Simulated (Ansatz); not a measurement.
# Conduction electrons in Ag (Fm-3m)

```
Ag
1.0
     0.00000    2.02715    2.02715
     2.02715    0.00000    2.02715
     2.02715    2.02715    0.00000
Ag
1
Direct
  0.00000 0.00000 0.00000
```

The conventional cell has a = 4.054 Å, b = 4.054 Å, c = 4.054 Å, α = 90.00°, β = 90.00°, γ = 90.00°. Around Ag (atom 1) lie 12 Ag at 2.87 Å.

Unless marked otherwise, the numbers come from PBEsol, all-electron LAPW in Ansatz 0.2.0, with spin-orbit coupling. k mesh 16×16×16, fine mesh 18×18×18, Fermi-Dirac smearing of 0.100 eV, basis error target 1 meV/atom. The cell was relaxed by PAW under this functional.

Levels and slopes are solved on a 18×18×18 mesh, and each state is taken as quadratic over its cell.

**Question.** What is the density of states at the Fermi level, and which bare Sommerfeld coefficient follows?

**Answer.** N(E_F) = 0.266 states/eV/atom (both spins), so γ = (π²/3) k_B² N(E_F) = 0.628 mJ/(mol-atom K²) without electron-phonon or spin-fluctuation enhancement.

**Question.** What Drude plasma energy and σ/τ do the band velocities give?

**Answer.** (ħω_p,α)² = (e²/ε₀VN_k) Σ_nkσ (∂E/∂k_α)² δ(E − E_F) gives ħω_p = (9.28, 9.28, 9.28) eV along x, y, z, and σ/τ = ε₀ω_p² = 17.6×10²⁰ Ω⁻¹m⁻¹s⁻¹ along x. Weighted by the density of states, the mean Fermi speed is 1.42×10⁶ m/s; the surface has an area of 18.5 Å⁻² for each spin direction.

**Question.** Which bands cross the Fermi level, and what do they carry?

**Answer.** 

```csv
band,filled part,N (states/eV/cell),speed (10⁶ m/s),5th to 95th percentile,area (Å⁻²),filling
1,0.50,0.133,1.42,0.90 to 1.60,18.5,partly filled
2,0.50,0.133,1.42,0.90 to 1.60,18.5,partly filled
```

**Question.** Map the plane k₃ = 1/2 of the mesh: how many bands lie under the Fermi level at each point, counted from the least on the plane?

**Answer.** k₁ runs to the right and k₂ upwards, each from −½ to ½ with 0 in the middle (the axes needn't be at right angles):
```
200000000000000222
000000000000022222
000000000000222222
000000000002222220
000000000002222220
000000000022222200
000000000022222000
000000000222200000
000000002220000000
000000222200000000
000022222000000000
000222222000000000
002222220000000000
002222220000000000
022222200000000000
022222000000000000
222200000000000000
220000000000000002
```

**Question.** What does PAW give for the same cell?

**Answer.** N(E_F) = 0.266 states/eV/atom and ħω_p,x = 9.28 eV.

**Question.** And without spin-orbit coupling?

**Answer.** N(E_F) = 0.261 states/eV/atom and ħω_p,x = 9.22 eV, on a 24×24×24 mesh.

Caveats: filled d bands lie too high at this level, so their transitions start too early; these sums move with the mesh, by several per cent and more for small sheets; the frozen-core PAW files of the compared runs were fitted under PBE, their cores solved anew for this functional.
